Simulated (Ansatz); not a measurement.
AlAg:
```xyz
2
Lattice="0.0000 2.6599 2.6599 2.6599 0.0000 2.6599 2.6599 2.6599 0.0000" Properties=species:S:1:pos:R:3 pbc="T T T"
Ag     0.0000     0.0000     0.0000
Al     2.6599     2.6599     2.6599
```

Relaxed with PBEsol. Special points in fractions of this cell's reciprocal vectors: Γ (0.000, 0.000, 0.000); X (0.500, 0.000, 0.500); U (0.625, 0.250, 0.625); K (0.375, 0.375, 0.750); L (0.500, 0.500, 0.500); W (0.500, 0.250, 0.750).

Question: List the band energies nearest the Fermi level at these points for plane-wave PAW PBEsol (Ansatz code).

Answer: In eV from the Fermi level; about four levels below and three above (degenerate sets whole), none deeper than 8.9 eV; … stands for higher levels left out; points with the same levels are listed once.

```json
[
 {"k": "Γ", "below": "-5.46 -5.46 -5.42 -5.42 -5.42", "above": "4.53 4.53 4.53"},
 {"k": "X", "below": "-4.77 -4.77 -3.23 -1.98", "above": "0.82 0.82 3.33"},
 {"k": "U", "below": "-4.85 -2.25 -2.07 -1.72", "above": "1.90 4.77 …"},
 {"k": "L", "below": "-5.35 -4.92 -4.92 -3.14", "above": "5.55 5.55 …"},
 {"k": "W", "below": "-1.64 -1.32 -1.32 -1.20", "above": "8.61 …"}
]
```

Space group Fm-3m (rock salt). The start of the workflow was typed in or built on a structure type; neither database checked (COD, Materials Project) lists it. Its standing as an ambient phase is unchecked. The cell was relaxed with PBEsol under the symmetry of its start. At this level the phase is mechanically unstable. No spin polarisation was allowed. The volume moved by 18 % from the start of the relaxation. Its formation energy is positive at this level, so the cell may be metastable or incomplete. Spin–orbit coupling is left out wherever it is not named.

Potentials: the earlier of the program's two PAW sets. The files were generated under PBE; for other functionals the program regenerates the frozen cores, and for LDA and PBEsol the local potential too.
